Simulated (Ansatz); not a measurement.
ZrIr:
```xyz
2
Lattice="0.0000 2.7139 2.7139 2.7139 0.0000 2.7139 2.7139 2.7139 0.0000" Properties=species:S:1:pos:R:3 pbc="T T T"
Ir     0.0000     0.0000     0.0000
Zr     2.7139     2.7139     2.7139
```

Relaxed with PBE. Special points in fractions of this cell's reciprocal vectors: Γ (0.000, 0.000, 0.000); X (0.500, 0.000, 0.500); U (0.625, 0.250, 0.625); K (0.375, 0.375, 0.750); L (0.500, 0.500, 0.500); W (0.500, 0.250, 0.750).

Question: List the band energies nearest the Fermi level at these points for the program Ansatz at the PBE with spin–orbit coupling level (PAW).

Answer: In eV from the Fermi level; about four levels below and three above (degenerate sets whole), none deeper than 8.9 eV; points with the same levels are listed once.

| k | below | above |
|---|---|---|
| Γ | -3.59 -3.59 -3.59 -3.59 -3.38 -3.38 | 3.69 3.69 3.69 3.69 |
| X | -0.88 -0.88 -0.11 -0.11 | 3.12 3.12 3.19 3.19 |
| U | -2.33 -2.33 -1.34 -1.34 | 0.86 0.86 1.58 1.58 |
| L | -0.30 -0.30 -0.17 -0.17 | 0.12 0.12 2.46 2.46 |
| W | -1.81 -1.81 -1.07 -1.07 | 0.40 0.40 1.77 1.77 |

Space group Fm-3m (rock salt). The start of the workflow was typed in or built on a structure type; neither database checked (COD, Materials Project) lists it. COD files the formula under space group No. 221. Whether it is the stable phase at ambient conditions was not checked. The cell was relaxed with PBE under the symmetry of its start; its stability against distortions is not shown here. No spin polarisation was allowed.

Potentials: the later of the program's two PAW sets.
